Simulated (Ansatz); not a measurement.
W₂N:
```
CELL_PARAMETERS angstrom
      2.95760     0.00000     0.00000
      0.00000     2.95760     0.00000
      0.00000     0.00000     4.15058
ATOMIC_POSITIONS crystal
  W  0.00000 0.00000 0.00000
  W  0.50000 0.50000 0.50000
  N  0.50000 0.50000 0.00000
```

Relaxed with PBEsol. Special points in fractions of this cell's reciprocal vectors: Γ (0.000, 0.000, 0.000); X (0.000, 0.500, 0.000); M (0.500, 0.500, 0.000); Z (0.000, 0.000, 0.500); R (0.000, 0.500, 0.500); A (0.500, 0.500, 0.500).

### Question
List the band energies nearest the Fermi level at these points for PBEsol in the plane-wave PAW code Ansatz.

### Answer
In eV from the Fermi level; about four levels below and three above (degenerate sets whole), none deeper than 8.9 eV; points with the same levels are listed once.

| k | below | above |
|---|---|---|
| Γ | -2.01 -2.01 -1.74 -0.08 | 0.46 3.15 3.91 3.91 |
| X | -6.90 -3.72 -3.23 -3.17 | 0.18 0.62 0.64 |
| M | -5.56 -5.56 -5.48 -4.66 | 2.15 2.97 3.20 |
| Z | -3.19 -1.37 -0.10 -0.10 | 0.27 2.31 2.31 |
| R | -4.14 -2.91 -1.63 -0.50 | 1.61 2.33 2.37 |
| A | -7.14 -7.14 -3.82 -3.46 -3.46 | 0.27 0.53 0.53 |

Space group P4/mmm. The cell is a constructed one: a structure type filled with these elements; neither database checked (COD, Materials Project) lists it. Its standing as an ambient phase is unchecked. Symmetry was held in the PBEsol relaxation; whether a distortion lowers the energy is not shown. No spin polarisation was allowed. With an odd number of electrons in the cell and no spin polarisation, the count alone makes it a metal. Scalar-relativistic: spin–orbit coupling is off unless named, which matters more the heavier the elements.

Potentials: the earlier of the program's two PAW sets. The files were generated under PBE; for other functionals the program regenerates the frozen cores, and for LDA and PBEsol the local potential too.
